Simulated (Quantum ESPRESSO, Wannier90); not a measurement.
Tight-binding from DFT: CsGeBr3 (cubic perovskite)

Structure: Materials Project mp-570223, symmetrised, not relaxed again. Not found in the COD (Crystallography Open Database) copy used; not checked further. Method: PBEsol plane waves in Quantum ESPRESSO 7.5 (PseudoDojo norm-conserving files, 63 Ry, spinors with spin-orbit coupling), Bloch states on a 4×4×4 mesh through Γ, Wannier90 4.0.1. Density: 6×6×6 mesh, Gaussian smearing 0.01 Ry.

On the energy scale of pw.x, whose zero is arbitrary, the valence-band maximum lies at 4.83 eV.

Input w.win:

```
num_bands = 24
num_wann = 24
exclude_bands = 1-12,19-26,45-72
spinors = true
num_iter = 1000
conv_tol = 1.0e-4
conv_window = 4
write_hr = true
write_u_matrices = true
auto_projections = true
begin unit_cell_cart
ang
    5.5333300000    0.0000000000    0.0000000000
    0.0000000000    5.5333300000    0.0000000000
    0.0000000000    0.0000000000    5.5333300000
end unit_cell_cart
begin atoms_frac
Cs   0.0000000000  0.0000000000  0.0000000000
Ge   0.5000000000  0.5000000000  0.5000000000
Br   0.5000000000  0.5000000000  0.0000000000
Br   0.0000000000  0.5000000000  0.5000000000
Br   0.5000000000  0.0000000000  0.5000000000
end atoms_frac
mp_grid = 4 4 4
begin kpoints
0.0000000000 0.0000000000 0.0000000000
0.0000000000 0.0000000000 0.2500000000
0.0000000000 0.0000000000 0.5000000000
... (61 more lines: the 4x4x4 mesh through Gamma)
end kpoints
```

Input of pw2wannier90.x that gives the overlap and projection files (equivalent; here they were cut from one run over all bands):

```
&inputpp
  outdir = './out'
  prefix = 'pwscf'
  seedname = 'w'
  write_amn = .true.
  write_mmn = .true.
  scdm_proj = .true.
  scdm_entanglement = 'isolated'
/
```

Output w.wout (banner and timings cut):

```
                                    ------
                                    SYSTEM
                                    ------

                              Lattice Vectors (Ang)
                    a_1     5.533330   0.000000   0.000000
                    a_2     0.000000   5.533330   0.000000
                    a_3     0.000000   0.000000   5.533330

                   Unit Cell Volume:     169.41806  (Ang^3)

                        Reciprocal-Space Vectors (Ang^-1)
                    b_1     1.135516   0.000000   0.000000
                    b_2     0.000000   1.135516   0.000000
                    b_3     0.000000   0.000000   1.135516

 *----------------------------------------------------------------------------*
 |   Site       Fractional Coordinate          Cartesian Coordinate (Ang)     |
 +----------------------------------------------------------------------------+
 | cs   1   0.00000   0.00000   0.00000   |    0.00000   0.00000   0.00000    |
 | ge   1   0.50000   0.50000   0.50000   |    2.76667   2.76667   2.76667    |
 | br   1   0.50000   0.50000   0.00000   |    2.76667   2.76667   0.00000    |
 | br   2   0.00000   0.50000   0.50000   |    0.00000   2.76667   2.76667    |
 | br   3   0.50000   0.00000   0.50000   |    2.76667   0.00000   2.76667    |
 *----------------------------------------------------------------------------*
                                ------------
                                K-POINT GRID
                                ------------

             Grid size =  4 x  4 x  4      Total points =   64

 *---------------------------------- MAIN ------------------------------------*
 |  Number of Wannier Functions               :                24             |
 |  Number of Objective Wannier Functions     :                24             |
 |  Number of input Bloch states              :                24             |
 |  Output verbosity (1=low, 5=high)          :                 1             |
 |  Timing Level (1=low, 5=high)              :                 1             |
 |  Optimisation (0=memory, 3=speed)          :                 3             |
 |  Length Unit                               :               Ang             |
 |  Post-processing setup (write *.nnkp)      :                 F             |
 |  Using Gamma-only branch of algorithms     :                 F             |
 *----------------------------------------------------------------------------*
 *------------------------------- WANNIERISE ---------------------------------*
 |  Total number of iterations                :              1000             |
 |  Number of CG steps before reset           :                 5             |
 |  Trial step length for line search         :             2.000             |
 |  Convergence tolerence                     :         0.100E-03             |
 |  Convergence window                        :                 4             |
 |  Iterations between writing output         :                 1             |
 |  Iterations between backing up to disk     :               100             |
 |  Write r^2_nm to file                      :                 F             |
 |  Write xyz WF centres to file              :                 F             |
 |  Write on-site energies <0n|H|0n> to file  :                 F             |
 |  Use guiding centre to control phases      :                 F             |
 |  Use phases for initial projections        :                 F             |
 *----------------------------------------------------------------------------*
 *-------------------------------- PLOTTING ----------------------------------*
 |  Plotting Hamiltonian in WF basis          :                 T             |
 *----------------------------------------------------------------------------*

 *---------------------------------- K-MESH ----------------------------------*
 +----------------------------------------------------------------------------+
 |                    Distance to Nearest-Neighbour Shells                    |
 |                    ------------------------------------                    |
 |          Shell             Distance (Ang^-1)          Multiplicity         |
 |          -----             -----------------          ------------         |
 |             1                   0.283879                      6            |
 |             2                   0.401466                     12            |
 |             3                   0.491693                      8            |
 |             4                   0.567758                      6            |
 |             5                   0.634773                     24            |
 |             6                   0.695359                     24            |
 |             7                   0.802931                     12            |
 |             8                   0.851637                     30            |
       ... (lines left out)
 +----------------------------------------------------------------------------+
 | The b-vectors are chosen automatically                                     |
 | The following shells are used:                       1                     |
 +----------------------------------------------------------------------------+
 |                        Shell   # Nearest-Neighbours                        |
 |                        -----   --------------------                        |
 |                          1               6                                 |
 +----------------------------------------------------------------------------+
 | Completeness relation is fully satisfied [Eq. (B1), PRB 56, 12847 (1997)]  |
 +----------------------------------------------------------------------------+
 |                  b_k Vectors (Ang^-1) and Weights (Ang^2)                  |
 |                  ----------------------------------------                  |
 |            No.         b_k(x)      b_k(y)      b_k(z)        w_b           |
 |            ---        --------------------------------     --------        |
 |             1         0.000000    0.000000    0.283879     6.204451        |
 |             2         0.000000    0.283879    0.000000     6.204451        |
 |             3         0.283879    0.000000    0.000000     6.204451        |
 |             4         0.000000    0.000000   -0.283879     6.204451        |
 |             5         0.000000   -0.283879    0.000000     6.204451        |
 |             6        -0.283879    0.000000    0.000000     6.204451        |
 +----------------------------------------------------------------------------+
 |                           b_k Directions (Ang^-1)                          |
 |                           -----------------------                          |
 |            No.           x           y           z                         |
 |            ---        --------------------------------                     |
 |             1         0.000000    0.000000    0.283879                     |
 |             2         0.000000    0.283879    0.000000                     |
 |             3         0.283879    0.000000    0.000000                     |
 +----------------------------------------------------------------------------+

 Starting a new Wannier90 calculation ...

 Reading overlaps from w.mmn

 Reading projections from w.amn

 *------------------------------- WANNIERISE ---------------------------------*
 +--------------------------------------------------------------------+<-- CONV
 | Iter  Delta Spread     RMS Gradient      Spread (Ang^2)            |<-- CONV
 +--------------------------------------------------------------------+<-- CONV

 ------------------------------------------------------------------------------
 Initial State
  WF centre and spread    1  (  2.323165,  0.072179, -2.611629 )     2.65395034
  WF centre and spread    2  ( -2.371866,  2.653737,  0.000806 )     7.68276973
  WF centre and spread    3  ( -0.060419, -2.638925,  2.408559 )     4.46913928
  WF centre and spread    4  ( -0.072697,  2.318420, -2.651194 )     2.63770371
  WF centre and spread    5  (  2.715394, -2.325575,  0.043789 )     6.05274733
  WF centre and spread    6  ( -2.389662,  0.070967, -2.473067 )     2.39848653
  WF centre and spread    7  ( -2.692785,  0.082074,  2.398639 )     4.08018239
  WF centre and spread    8  ( -0.072145, -2.450234, -2.436861 )     2.53868529
  WF centre and spread    9  (  2.584904,  2.511988,  0.111426 )    19.62223119
  WF centre and spread   10  ( -2.709181, -2.804761, -0.370522 )    14.08732869
  WF centre and spread   11  (  0.186607, -2.771632, -2.751685 )     6.76564998
  WF centre and spread   12  ( -2.725113, -0.336210, -2.754149 )     6.66867986
  WF centre and spread   13  (  0.246947,  0.288464, -0.293213 )    20.75759508
  WF centre and spread   14  (  0.601111,  0.579293, -0.257094 )    22.57261531
  WF centre and spread   15  ( -2.847133, -2.570526,  0.978564 )    14.60574809
  WF centre and spread   16  (  2.591061,  2.641006, -2.655227 )    15.08767453
  WF centre and spread   17  ( -2.763312,  0.122772,  2.617571 )    10.15201137
  WF centre and spread   18  (  0.023221, -2.740870,  2.611231 )    11.21277179
  WF centre and spread   19  ( -2.713766,  2.598130, -0.328580 )    14.55787983
  WF centre and spread   20  (  2.643197, -2.632962,  3.356169 )    16.63194158
  WF centre and spread   21  ( -2.857295, -2.918878, -2.957274 )    14.96814173
  WF centre and spread   22  ( -0.010832, -0.236954,  0.299116 )    28.66272355
  WF centre and spread   23  (  0.153255, -0.462606,  0.170278 )    27.65755740
  WF centre and spread   24  (  2.673302,  2.685643,  0.386740 )    21.16638830
  Sum of centres and spreads ( -7.544042, -8.265459, -7.157605 )   297.69060287

      0     0.298E+03     0.0000000000      297.6906028737  <-- CONV
        O_D=     27.8926501 O_OD=    226.9279572 O_TOT=    297.6906029 <-- SPRD
 ------------------------------------------------------------------------------
      1    -0.309E+01    23.3011079606      294.6026230518  <-- CONV
        O_D=     25.5602667 O_OD=    226.1723608 O_TOT=    294.6026231 <-- SPRD
      2    -0.223E+02    12.8042953188      272.2821045546  <-- CONV
        O_D=     15.6785940 O_OD=    213.7335150 O_TOT=    272.2821046 <-- SPRD
      3    -0.260E+02     9.6789189601      246.2439938352  <-- CONV
        O_D=     13.8304468 O_OD=    189.5435514 O_TOT=    246.2439938 <-- SPRD
      4    -0.422E+01    14.6306092977      242.0267913497  <-- CONV
        O_D=     13.3596871 O_OD=    185.7971087 O_TOT=    242.0267913 <-- SPRD
      5    -0.351E+01    21.5847068882      238.5119092186  <-- CONV
        O_D=     12.8810606 O_OD=    182.7608531 O_TOT=    238.5119092 <-- SPRD
       ... (lines left out)
    100    -0.145E-01     0.1642683183       49.4301665807  <-- CONV
        O_D=      0.0055679 O_OD=      6.5546032 O_TOT=     49.4301666 <-- SPRD
       ... (lines left out)
    200    -0.839E-03     0.0588004768       48.8772695611  <-- CONV
        O_D=      0.0013652 O_OD=      6.0059088 O_TOT=     48.8772696 <-- SPRD
       ... (lines left out)
    241    -0.836E-04     0.0138528685       48.8654821514  <-- CONV
        O_D=      0.0013156 O_OD=      5.9941710 O_TOT=     48.8654822 <-- SPRD
    242    -0.817E-04     0.0206707056       48.8654004366  <-- CONV
        O_D=      0.0013058 O_OD=      5.9940991 O_TOT=     48.8654004 <-- SPRD
    243    -0.867E-04     0.0136615393       48.8653137397  <-- CONV
        O_D=      0.0013119 O_OD=      5.9940062 O_TOT=     48.8653137 <-- SPRD
             <<<     Delta < 1.000E-04  over  4 iterations     >>>
             <<< Wannierisation convergence criteria satisfied >>>
 Final State
  WF centre and spread    1  (  2.274924,  0.041378, -2.624490 )     1.44180047
  WF centre and spread    2  ( -2.258353,  2.780980,  0.040750 )     1.45469157
  WF centre and spread    3  ( -0.041283, -2.615792,  2.277601 )     1.44118407
  WF centre and spread    4  ( -0.040978,  2.266540, -2.656459 )     1.44234721
  WF centre and spread    5  (  2.503596, -2.328277,  0.049365 )     1.44150181
  WF centre and spread    6  ( -2.396366,  0.042272, -2.414183 )     1.43882719
  WF centre and spread    7  ( -2.648175,  0.041195,  2.268593 )     1.44258360
  WF centre and spread    8  ( -0.041999, -2.420775, -2.390377 )     1.43928572
  WF centre and spread    9  (  2.533708,  2.314140,  0.050608 )     1.44893842
  WF centre and spread   10  ( -2.768801, -2.766492, -0.158751 )     3.80255926
  WF centre and spread   11  (  0.141439, -2.766289, -2.766346 )     3.82025739
  WF centre and spread   12  ( -2.766866, -0.142058, -2.766288 )     3.81973641
  WF centre and spread   13  (  2.606921,  0.054546, -2.283660 )     1.45616046
  WF centre and spread   14  (  2.431793,  0.054344, -3.148935 )     1.45269509
  WF centre and spread   15  ( -2.282631, -2.608003,  0.054585 )     1.45296009
  WF centre and spread   16  ( -0.048510,  2.907800, -2.277470 )     1.45310801
  WF centre and spread   17  ( -2.266825,  0.048297,  2.667957 )     1.45392243
  WF centre and spread   18  ( -0.051393, -3.261997,  2.650993 )     1.45661422
  WF centre and spread   19  ( -2.770289,  2.770962, -0.196991 )     3.75665268
  WF centre and spread   20  (  2.385420, -2.437581,  0.068977 )     1.47335997
  WF centre and spread   21  ( -2.768527, -0.178568, -2.765815 )     3.78108633
  WF centre and spread   22  (  0.185104, -2.764417,  2.763835 )     3.77258088
  WF centre and spread   23  ( -0.063120, -2.418003,  2.399144 )     1.46181206
  WF centre and spread   24  (  2.663680,  2.270721,  0.048890 )     1.46064841
  Sum of centres and spreads ( -5.487531,-11.115079,-11.108468 )    48.86531374

         Spreads (Ang^2)       Omega I      =    42.869995576
        ================       Omega D      =     0.001311947
                               Omega OD     =     5.994006217
    Final Spread (Ang^2)       Omega Total  =    48.865313740
```
